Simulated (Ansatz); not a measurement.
# Ga under pressure

All numbers below come from DFT PBEsol, scalar-relativistic, plane waves, PAW (Ansatz). Settings: 420 eV plane-wave cutoff, Γ-centred 16×16×14 mesh, Fermi-Dirac smearing of 0.15 eV. No spin polarisation. Phonons by linear response, acoustic sum rule imposed.

The cell, relaxed at this level:
```
CELL_PARAMETERS angstrom
1.36856 -3.97248 0.00000
1.36856 3.97248 0.00000
0.00000 0.00000 3.30573
ATOMIC_POSITIONS crystal
Ga 0.86628 0.13372 0.25000
Ga 0.13372 0.86628 0.75000
```

In a metal, frequencies and elastic constants depend on the k mesh and the smearing, soft modes and shear constants most.

Optical modes at Γ (cm⁻¹) at zero pressure: 47, 121, 190.

Task: Under hydrostatic pressure the same modes lie at 54, 138, 216 cm⁻¹. What is the pressure, and how much has the cell shrunk?

Result: 5 GPa; the volume is 6.7 % smaller.

This form isn't the element's structure at ambient conditions.

Cost: 2 runs of about 4 core-minutes in all, on Arm Neoverse V2 (shared hosts).